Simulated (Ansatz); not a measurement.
Independent-particle absorption of CsPbCl$_{3}$ (Pm-3m, a = 5.619 Å, b = 5.619 Å, c = 5.619 Å, α = 90.00°, β = 90.00°, γ = 90.00°), no local fields or excitons, 0.1 eV broadening. Theory: DFT PBEsol, scalar-relativistic, plane waves, PAW (Ansatz).

Cutoff 420 eV; k points 6×6×6 on the computed 5-atom cell (Γ-centred); Gaussian smearing, width 0.02 eV; no spin polarisation. The spectrum is summed on a 9×9×9 mesh.

```yaml
crystal:
  lattice:
    - [5.61865, 0.00000, 0.00000]
    - [0.00000, 5.61865, 0.00000]
    - [0.00000, 0.00000, 5.61865]
  atoms:
    - { symbol: Cs, position: [0.00000, 0.00000, 0.00000] }
    - { symbol: Pb, position: [0.50000, 0.50000, 0.50000] }
    - { symbol: Cl, position: [0.50000, 0.50000, 0.00000] }
    - { symbol: Cl, position: [0.00000, 0.50000, 0.50000] }
    - { symbol: Cl, position: [0.50000, 0.00000, 0.50000] }
```

| photon energy (eV) | ε2,zz |
| --- | --- |
| 0.0 | 0.00 |
| 0.4 | 0.00 |
| 0.6 | 0.00 |
| 1.0 | 0.00 |
| 1.2 | 0.00 |
| 1.6 | 0.00 |
| 1.8 | 0.09 |
| 2.2 | 0.84 |
| 2.6 | 1.34 |
| 2.8 | 1.67 |
| 3.2 | 3.09 |
| 3.4 | 3.48 |
| 3.8 | 3.23 |
| 4.0 | 3.30 |
| 4.4 | 3.67 |
| 4.8 | 3.45 |
| 5.0 | 3.50 |
| 5.4 | 3.03 |
| 5.6 | 2.54 |
| 6.0 | 2.44 |
| 6.2 | 2.54 |
| 6.6 | 1.75 |
| 7.0 | 2.43 |
| 7.2 | 2.31 |
| 7.6 | 2.30 |
| 7.8 | 3.97 |
| 8.2 | 3.06 |
| 8.4 | 2.90 |
| 8.8 | 2.28 |
| 9.2 | 1.64 |
| 9.4 | 1.34 |
| 9.8 | 1.88 |
| 10.0 | 1.72 |
| 10.4 | 2.08 |
| 10.6 | 2.96 |
| 11.0 | 2.99 |

The strongest peak lies near 7.8 eV. ε∞ (xx, yy, zz) = 4.4, 4.4, 4.4.

Symmetry holds off the tilts and polar distortions that many cubic perovskites undergo.

Cost: 1 run of about 1.6 core-minutes, on Arm Neoverse V1 (shared hosts).